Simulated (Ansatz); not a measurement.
YPd3: zone-centre modes under pressure

YPd3, Pm-3m, a = 4.016 Å. The structure is a COD entry; whether it is the stable form wasn't checked. Ansatz: LDA, PAW, 420 eV, Γ-centred 10×10×10 mesh on 4 atoms, Fermi-Dirac smearing 0.15 eV; no spin polarisation. Cell and atoms are relaxed at each pressure with the symmetry kept; optical modes at Γ by linear response, in cm⁻¹, matched by rank (the highest 3 distinct ones).

```
P (GPa) V (Å³/atom)     ω1     ω2     ω3
      0       16.198  133.1  143.2  199.0
      2       16.005  137.1  146.8  204.8
      6       15.655      ?      ?      ?
```

**Question.** Get each mode's Grüneisen parameter γ = −d ln ω/d ln V from the other rows and predict the missing frequencies.

**Answer.** ln(V/V0) = 0.0000, -0.0120, -0.0341; a line through ln(ω/ω0) of the 2 known rows gives ω1: γ = 2.467, predicted 144.8, computed 144.6; ω2: γ = 2.069, predicted 153.7, computed 153.5; ω3: γ = 2.394, predicted 215.9, computed 215.4. The worst miss is 0.2 %, or 3 % of the shift under pressure, so a constant γ serves at that level. In a metal these frequencies hang on the mesh and smearing.